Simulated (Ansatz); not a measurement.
**PtTe: enthalpy against pressure**

PtTe, R-3m, a = 3.964 Å, c = 19.833 Å. The structure is a COD entry; whether it is the stable form wasn't checked. Ansatz: PBEsol, PAW, 420 eV, Γ-centred 12×12×12 mesh on 4 atoms, Gaussian smearing 0.10 eV; no spin polarisation. Cell and atoms are relaxed at each pressure, and no other structure is tried, so the rows at high pressure may lie past a change of phase. y is the enthalpy over the state at zero pressure; there V0 = 22.489 Å³/atom. The pressures are the targets, met within 0.01 GPa.

```
P (GPa) y (eV/atom)
   -3.0      -0.4336
    0.0       0.0000
    3.0       0.4129
    8.0       1.0721
   15.0            ?
   30.0       3.7252
   60.0       6.9760
```

Question: Fit y = c1 P + c2 P² + c3 P³ to the other rows, say what c1 and c2 mean, and predict the missing value.

Answer: Least squares on the rows shown. y = 0.13962 P − 0.00064253 P² + 4.2228×10⁻⁶ P³. Since dH/dP = V, c1 is V0: 0.13962 eV/GPa × 160.2 = 22.367 Å³ against 22.489; c2 = −V0/(2B0) gives B0 = 109 GPa, where a Birch–Murnaghan fit to the volumes of the same runs (not shown) gives 62 GPa: a cubic over this range folds the higher terms into c2. Above P = −c2/(3 c3) = 51 GPa the cubic's slope, the volume, would rise with pressure, so the form fails there. At P = 15.0 the fit asked for gives 1.9640 eV/atom. The run gave 1.9522 eV/atom, so the fit is 0.0118 eV/atom too high, 0.16 % of the span of the series, against an rms of 0.0048 eV/atom on the fitted rows. With a term in P⁴ added, a fit to the same known rows predicts 1.9441 eV/atom, a smaller miss on the other side.

Spin–orbit coupling is left out, which can shift energies with elements as heavy as these.